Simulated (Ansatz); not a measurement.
A distorted cell of BAs (zinc blende):

```
CELL_PARAMETERS angstrom
      0.00000     2.37217     2.37217
      2.37217     0.00000     2.37217
      2.37217     2.37217     0.00000
ATOMIC_POSITIONS crystal
  As 0.75000 0.75000 0.75000
  B  0.00000 0.00000 0.00000
```

These are PBE (plane waves to 420 eV, PAW, scalar-relativistic; Ansatz, a program for electronic structure) values and carry that method's errors. k mesh 12×12×12 (Γ-centred), Fermi-Dirac smearing 0.05 eV. The energy includes the smearing's −TS. Compression counts positive. BAs was relaxed with its symmetry unable to fall.

Task: What is the stress tensor (GPa)?

Result: 
```
    5.8      0.0      0.0
    0.0      5.8      0.0
    0.0      0.0      5.8
```
The pressure, a third of the trace, is 5.8 GPa.

Task: It is the relaxed cell scaled evenly to V/V₀ = 0.960, atoms relaxed where free. What is its energy relative to the relaxed cell?

Result: 9.8 meV/atom.

(Under strain, the slope of the energy per volume gives the stress and its curvature an elastic modulus.)
